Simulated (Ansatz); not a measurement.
BP (NiAs type, space group No. 194), PBEsol in the plane-wave PAW code Ansatz, all energies at zero smearing, with the estimated change up to a 700 eV cutoff added, with one set of potentials and settings (totals compare only within such a set). Cell of 4 atoms (2 B, 2 P): -1782.723 eV.

| element | reference phase | E (eV/atom) |
|---|---|---|
| B | R-3m, 12 atoms in the cell | -152.6704 |
| P | Cmce, 4 atoms in the cell | -740.0363 |

Formation energy per atom, worked out: (-1782.723 − 2×(-152.6704) − 2×(-740.0363))/4 = 0.673 eV/atom (65 kJ per mol of atoms), at 0 K, without zero-point energy or fitted corrections.

Space group P6_3/mmc (NiAs type). The cell is a constructed one: a structure type filled with these elements; neither database checked (COD, Materials Project) lists it. It is not the phase usual at ambient conditions (space group No. 216). Symmetry was held in the PBEsol relaxation. At this level the phase is dynamically unstable (imaginary phonons). The references are the lowest solids computed at this level, not always the standard phases.

Potentials: the earlier of the program's two PAW sets. The files were generated under PBE; for other functionals the program regenerates the frozen cores, and for LDA and PBEsol the local potential too.
